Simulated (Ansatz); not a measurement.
A relaxation of cell and atoms of SiAsP3 placed in the structure of KZnF3 (space group No. 221) with the PAW code Ansatz, at the level PBEsol. It starts from a supercell of the PBEsol minimum, slightly strained and with each coordinate displaced at random by about 0.1 Å.

```yaml
crystal:
  lattice:
    - [4.6518530797, -0.0468494647, 0.0004365739]
    - [-0.0468494647, 4.6017787894, 0.0655919345]
    - [0.0008731478, 0.1311838689, 9.3089144079]
  atoms:
    - { symbol: Si, position: [0.000154699, -0.0200418229, -0.0052698247] }
    - { symbol: As, position: [0.5040039908, 0.4990369998, 0.2455934665] }
    - { symbol: P, position: [0.0015534618, 0.5078577659, 0.2335365085] }
    - { symbol: P, position: [0.4803133789, -0.0107916242, 0.2465711677] }
    - { symbol: P, position: [0.5124656726, 0.4895821967, -0.0174030625] }
    - { symbol: Si, position: [-0.0197850672, -0.0036772974, 0.4903115008] }
    - { symbol: As, position: [0.5199647287, 0.4917704838, 0.7402820356] }
    - { symbol: P, position: [-0.0054168197, 0.5025501657, 0.7601339192] }
    - { symbol: P, position: [0.5153085062, 0.0072083271, 0.7473927765] }
    - { symbol: P, position: [0.4898150154, 0.4733698077, 0.5078298695] }
kpoints:
  mp_grid: { grid: [4, 4, 2] }
hamiltonian:
  xc: pbesol
scf:
  occupations: { method: fermi_dirac, width: 0.05 }
relax:
  f_tol: 0.01
  cell: {}
  max_steps: 120
output:
  write_density: true
  write_potential: true
  elf: true
  volumetric_format: npy
```

Of the 46 recorded frames of the trajectory, 15 are shown, each with fractional positions and then forces in eV/Å along x, y and z. Some frames, the last among them, repeat a geometry solved again on a basis re-selected at its cell; pressure is positive in compression.

Step 1: energy 0.0 meV/atom from step 1, largest force component 1.874 eV/Å, pressure +0.27 GPa; a = 4.652 Å, b = 4.602 Å, c = 9.310 Å, α = 88.38°, β = 90.00°, γ = 91.16°
```
Si 0.0002 0.9800 0.9947    -0.055  -0.366  -0.030
As 0.5040 0.4990 0.2456     0.242  -0.326   0.169
P  0.0016 0.5079 0.2335     0.017   0.235  -0.494
P  0.4803 0.9892 0.2466    -0.304   0.430   0.269
P  0.5125 0.4896 0.9826     0.160   0.134   1.106
Si 0.9802 0.9963 0.4903    -0.072   0.244  -0.228
As 0.5200 0.4918 0.7403    -0.108   0.629   0.158
P  0.9946 0.5026 0.7601     0.496   0.315   0.837
P  0.5153 0.0072 0.7474     0.063  -0.620   0.088
P  0.4898 0.4734 0.5078    -0.440  -0.677  -1.874
```

Step 2: energy -86.5 meV/atom from step 1, largest force component 1.401 eV/Å, pressure -0.11 GPa; a = 4.637 Å, b = 4.603 Å, c = 9.252 Å, α = 87.83°, β = 89.98°, γ = 91.60°
```
Si 0.0012 0.9674 0.9956    -0.114  -0.752  -0.142
As 0.5053 0.5058 0.2442     0.501  -0.076   0.411
P  0.0030 0.5209 0.2203    -0.119   0.445  -0.944
P  0.4652 0.9983 0.2515    -0.485   0.222   0.601
P  0.5247 0.4914 0.9871     0.366   0.238   0.550
Si 0.9679 0.0047 0.4840    -0.014   0.587  -0.344
As 0.5297 0.4892 0.7391    -0.087   0.492  -0.805
P  0.0077 0.5156 0.7786     0.399   0.654   1.401
P  0.5226 0.9995 0.7489     0.063  -0.476  -0.008
P  0.4711 0.4441 0.4997    -0.510  -1.335  -0.720
```

Step 3: energy -209.1 meV/atom from step 1, largest force component 1.687 eV/Å, pressure +0.02 GPa; a = 4.585 Å, b = 4.610 Å, c = 9.242 Å, α = 86.99°, β = 90.27°, γ = 91.86°
```
Si 0.0026 0.9601 0.9924    -0.231  -0.847  -0.312
As 0.5053 0.5074 0.2457     0.592   0.000   0.448
P  0.0024 0.5319 0.2040    -0.282   0.464  -1.328
P  0.4466 0.9990 0.2630    -0.665   0.217   0.978
P  0.5411 0.4990 0.9879     0.681   0.300   0.468
Si 0.9559 0.0177 0.4773     0.012   0.673  -0.286
As 0.5388 0.4884 0.7368    -0.313   0.460  -0.997
P  0.0189 0.5342 0.7970     0.496   0.747   1.590
P  0.5294 0.9964 0.7460     0.034  -0.327  -0.250
P  0.4572 0.4028 0.4990    -0.325  -1.687  -0.311
```

Step 4: energy -352.7 meV/atom from step 1, largest force component 1.722 eV/Å, pressure +0.14 GPa; a = 4.527 Å, b = 4.629 Å, c = 9.276 Å, α = 86.47°, β = 90.36°, γ = 92.08°
```
Si 0.9971 0.9415 0.9889    -0.366  -0.707  -0.392
As 0.5108 0.5100 0.2483     0.427   0.208   0.444
P  0.0043 0.5428 0.1881    -0.247   0.330  -1.317
P  0.4324 0.0018 0.2752    -0.659   0.249   1.047
P  0.5562 0.5061 0.9893     0.827   0.301   0.237
Si 0.9545 0.0341 0.4735     0.074   0.480  -0.128
As 0.5401 0.4919 0.7319    -0.360   0.588  -0.809
P  0.0245 0.5519 0.8152     0.489   0.450   1.288
P  0.5298 0.9954 0.7423    -0.067  -0.177  -0.457
P  0.4488 0.3615 0.4965    -0.117  -1.722   0.087
```

Step 5: energy -469.1 meV/atom from step 1, largest force component 1.391 eV/Å, pressure +1.26 GPa; a = 4.461 Å, b = 4.655 Å, c = 9.331 Å, α = 86.12°, β = 90.48°, γ = 92.62°
```
Si 0.9888 0.9235 0.9838    -0.562   0.198  -0.097
As 0.5145 0.5154 0.2521     0.142   0.435   0.344
P  0.0038 0.5511 0.1721    -0.029   0.059  -0.703
P  0.4184 0.0070 0.2884    -0.510   0.153   0.887
P  0.5740 0.5129 0.9908     0.707   0.125   0.163
Si 0.9568 0.0443 0.4727     0.057   0.110  -0.041
As 0.5386 0.5002 0.7268    -0.137   0.740  -0.246
P  0.0297 0.5639 0.8306     0.460  -0.341   0.173
P  0.5273 0.9987 0.7360    -0.087  -0.088  -0.742
P  0.4466 0.3198 0.4958    -0.040  -1.391   0.262
```

Step 6: energy -547.9 meV/atom from step 1, largest force component 0.948 eV/Å, pressure +2.10 GPa; a = 4.407 Å, b = 4.697 Å, c = 9.448 Å, α = 85.45°, β = 90.56°, γ = 93.51°
```
Si 0.9752 0.9195 0.9788    -0.542   0.758   0.026
As 0.5160 0.5253 0.2581    -0.039   0.520   0.156
P  0.0031 0.5578 0.1610     0.173  -0.217   0.021
P  0.4033 0.0131 0.3048    -0.272  -0.231   0.250
P  0.5944 0.5166 0.9931     0.282  -0.040   0.030
Si 0.9574 0.0426 0.4737    -0.033  -0.091   0.019
As 0.5399 0.5134 0.7222     0.238   0.805   0.260
P  0.0384 0.5649 0.8371     0.215  -0.694  -0.445
P  0.5248 0.0060 0.7217    -0.044  -0.175  -0.948
P  0.4459 0.2776 0.4985     0.022  -0.636   0.630
```

Step 7: energy -590.3 meV/atom from step 1, largest force component 0.622 eV/Å, pressure +1.52 GPa; a = 4.405 Å, b = 4.754 Å, c = 9.614 Å, α = 84.38°, β = 90.12°, γ = 94.45°
```
Si 0.9573 0.9294 0.9745    -0.191  -0.057  -0.089
As 0.5160 0.5340 0.2643     0.028   0.295  -0.058
P  0.0041 0.5592 0.1573     0.116   0.016   0.121
P  0.3891 0.0109 0.3170    -0.073  -0.306  -0.086
P  0.6096 0.5175 0.9958    -0.006  -0.062  -0.116
Si 0.9544 0.0371 0.4763    -0.147  -0.112  -0.059
As 0.5496 0.5306 0.7198     0.411   0.399   0.343
P  0.0472 0.5579 0.8372    -0.199  -0.111   0.003
P  0.5257 0.0133 0.7007     0.337  -0.622   0.412
P  0.4453 0.2469 0.5059    -0.275   0.560  -0.472
```

Step 39: energy -883.0 meV/atom from step 1, largest force component 0.034 eV/Å, pressure -0.01 GPa; a = 4.290 Å, b = 4.382 Å, c = 10.092 Å, α = 79.41°, β = 84.78°, γ = 99.48°
```
Si 0.8918 0.0829 0.9501     0.014  -0.016   0.001
As 0.2737 0.4119 0.2592    -0.012  -0.014  -0.005
P  0.9738 0.7796 0.1541    -0.002   0.012  -0.001
P  0.3142 0.7763 0.4418    -0.021   0.014   0.003
P  0.6591 0.4855 0.0386    -0.016  -0.004   0.034
Si 0.8611 0.9539 0.3567     0.021   0.003  -0.012
As 0.7187 0.5329 0.7228     0.026   0.012  -0.010
P  0.1133 0.6279 0.8680    -0.001   0.011  -0.001
P  0.8313 0.0958 0.6136    -0.006   0.000   0.008
P  0.3612 0.1901 0.5440    -0.003  -0.020  -0.016
```

Step 40: energy -883.1 meV/atom from step 1, largest force component 0.020 eV/Å, pressure -0.02 GPa; a = 4.284 Å, b = 4.392 Å, c = 10.088 Å, α = 79.70°, β = 84.83°, γ = 99.33°
```
Si 0.8938 0.0786 0.9500     0.010  -0.012   0.001
As 0.2727 0.4121 0.2592     0.002  -0.007   0.012
P  0.9728 0.7783 0.1547    -0.019   0.017  -0.005
P  0.3135 0.7768 0.4420    -0.018   0.016   0.005
P  0.6595 0.4835 0.0388    -0.005  -0.002   0.014
Si 0.8607 0.9567 0.3570     0.018  -0.012  -0.020
As 0.7216 0.5380 0.7209    -0.004   0.013   0.008
P  0.1121 0.6234 0.8691    -0.005   0.006  -0.015
P  0.8311 0.0984 0.6137     0.009  -0.007   0.011
P  0.3604 0.1911 0.5435     0.012  -0.012  -0.013
```

Step 41: energy -883.1 meV/atom from step 1, largest force component 0.016 eV/Å, pressure -0.01 GPa; a = 4.283 Å, b = 4.395 Å, c = 10.085 Å, α = 79.73°, β = 84.79°, γ = 99.34°
```
Si 0.8943 0.0777 0.9498     0.004  -0.005   0.001
As 0.2722 0.4123 0.2593     0.001   0.000   0.008
P  0.9722 0.7779 0.1546    -0.003   0.008   0.006
P  0.3135 0.7775 0.4421    -0.009   0.002   0.003
P  0.6590 0.4824 0.0392    -0.002  -0.003   0.002
Si 0.8610 0.9566 0.3570     0.008  -0.006  -0.016
As 0.7214 0.5392 0.7207    -0.005   0.011  -0.001
P  0.1116 0.6229 0.8690    -0.002   0.003  -0.003
P  0.8319 0.0991 0.6139     0.000  -0.008   0.010
P  0.3613 0.1912 0.5435     0.008  -0.002  -0.009
```

Step 42: energy -883.1 meV/atom from step 1, largest force component 0.007 eV/Å, pressure +0.01 GPa; a = 4.281 Å, b = 4.399 Å, c = 10.080 Å, α = 79.75°, β = 84.79°, γ = 99.37°
```
Si 0.8950 0.0765 0.9497    -0.001  -0.001   0.000
As 0.2721 0.4125 0.2596    -0.003  -0.001   0.007
P  0.9720 0.7774 0.1548     0.003   0.000  -0.006
P  0.3131 0.7779 0.4423     0.003  -0.006   0.003
P  0.6588 0.4811 0.0395     0.006   0.003  -0.003
Si 0.8612 0.9566 0.3567    -0.004   0.001  -0.003
As 0.7207 0.5411 0.7201     0.001   0.007   0.000
P  0.1105 0.6220 0.8689    -0.005  -0.001   0.003
P  0.8326 0.1002 0.6142    -0.002  -0.003   0.001
P  0.3622 0.1916 0.5432     0.002   0.002  -0.001
```

Step 43: energy -884.1 meV/atom from step 1, largest force component 0.007 eV/Å, pressure +0.09 GPa; a = 4.281 Å, b = 4.399 Å, c = 10.080 Å, α = 79.75°, β = 84.79°, γ = 99.37°
```
Si 0.8950 0.0765 0.9497    -0.001  -0.001   0.001
As 0.2721 0.4125 0.2596    -0.003  -0.001   0.007
P  0.9720 0.7774 0.1548     0.002   0.000  -0.005
P  0.3131 0.7779 0.4423     0.003  -0.005   0.004
P  0.6588 0.4811 0.0395     0.007   0.003  -0.003
Si 0.8612 0.9566 0.3567    -0.003  -0.001  -0.007
As 0.7207 0.5411 0.7201     0.001   0.007   0.000
P  0.1105 0.6220 0.8689    -0.005  -0.001   0.002
P  0.8326 0.1002 0.6142    -0.003  -0.003   0.002
P  0.3622 0.1916 0.5432     0.002   0.002  -0.001
```

Step 44: energy -884.1 meV/atom from step 1, largest force component 0.016 eV/Å, pressure 0.00 GPa; a = 4.286 Å, b = 4.394 Å, c = 10.103 Å, α = 79.43°, β = 84.69°, γ = 99.61°
```
Si 0.8936 0.0803 0.9502    -0.004   0.001  -0.003
As 0.2728 0.4122 0.2597    -0.006   0.003   0.001
P  0.9738 0.7785 0.1542     0.009  -0.006  -0.005
P  0.3129 0.7775 0.4420     0.006  -0.004   0.008
P  0.6586 0.4819 0.0402     0.014  -0.001  -0.005
Si 0.8614 0.9536 0.3560    -0.005   0.003   0.003
As 0.7198 0.5375 0.7215    -0.006   0.009   0.003
P  0.1115 0.6268 0.8679    -0.008   0.002   0.016
P  0.8318 0.0983 0.6139     0.002  -0.006  -0.008
P  0.3622 0.1904 0.5433    -0.002  -0.001  -0.010
```

Step 45: energy -884.1 meV/atom from step 1, largest force component 0.010 eV/Å, pressure 0.00 GPa; a = 4.285 Å, b = 4.393 Å, c = 10.112 Å, α = 79.42°, β = 84.68°, γ = 99.68°
```
Si 0.8931 0.0803 0.9503    -0.001  -0.004   0.000
As 0.2727 0.4121 0.2598     0.001   0.000   0.002
P  0.9747 0.7787 0.1540     0.001  -0.003   0.005
P  0.3129 0.7771 0.4421     0.001  -0.007  -0.002
P  0.6589 0.4814 0.0406     0.010   0.003  -0.002
Si 0.8614 0.9529 0.3558    -0.002   0.000   0.001
As 0.7192 0.5379 0.7216     0.002   0.004  -0.002
P  0.1107 0.6273 0.8682    -0.008   0.003  -0.002
P  0.8321 0.0987 0.6136     0.001  -0.003  -0.001
P  0.3626 0.1905 0.5429    -0.004   0.007   0.000
```

Step 46: energy -884.1 meV/atom from step 1, largest force component 0.010 eV/Å, pressure 0.00 GPa; a = 4.285 Å, b = 4.393 Å, c = 10.112 Å, α = 79.42°, β = 84.68°, γ = 99.68°
```
Si 0.8931 0.0803 0.9503    -0.001  -0.004   0.000
As 0.2727 0.4121 0.2598     0.001   0.000   0.002
P  0.9747 0.7787 0.1540     0.001  -0.003   0.005
P  0.3129 0.7771 0.4421     0.001  -0.007  -0.002
P  0.6589 0.4814 0.0406     0.010   0.003  -0.002
Si 0.8614 0.9529 0.3558    -0.002   0.000   0.001
As 0.7192 0.5379 0.7216     0.002   0.004  -0.002
P  0.1107 0.6273 0.8682    -0.008   0.003  -0.002
P  0.8321 0.0987 0.6136     0.001  -0.003  -0.001
P  0.3626 0.1905 0.5429    -0.003   0.007   0.000
```

The walk took 44 steps, besides SCFs solved again on a fresh basis, and changed the volume by -8.2 %. The last SCF, on a fresh basis, lies 884 meV an atom below the first. At the end: it is triclinic, P1 (No. 1); conventional cell a = 4.285 Å, b = 4.393 Å, c = 10.112 Å, α = 100.6°, β = 95.3°, γ = 99.7°, 18.30 Å³ an atom. Si has 5 P at 2.33–2.61 Å; As has 3 P at 2.38–2.66 Å and 1 Si at 2.43 Å; P has 1 P at 2.26 Å and 2 Si at 2.33–2.35 Å and 1 As at 2.38 Å; P has 1 P at 2.23 Å and 2 Si at 2.38 Å and 1 As at 2.66 Å; P has 2 P at 2.26–2.40 Å and 2 Si at 2.44–2.61 Å and 1 As at 2.58 Å; Si has 3 P at 2.35–2.38 Å and 1 As at 2.43 Å; As has 3 P at 2.37–2.48 Å; P has 1 As at 2.37 Å and 2 Si at 2.39–2.57 Å and 1 P at 2.40 Å (further sites aren't listed).

Run as `ansatz run input.yaml --threads 2 --pin off --max-ram 2211MiB --backend cpu --events-out ev --progress --plain --runs-dir out`. Wall time 6.1 min on 2 threads of Arm Neoverse V1, on a shared host, load about 0.7 per core; peak host memory 0.48 GiB.

No spin polarisation and no zero-point or thermal motion; the cell was built from a prototype and may be hypothetical.
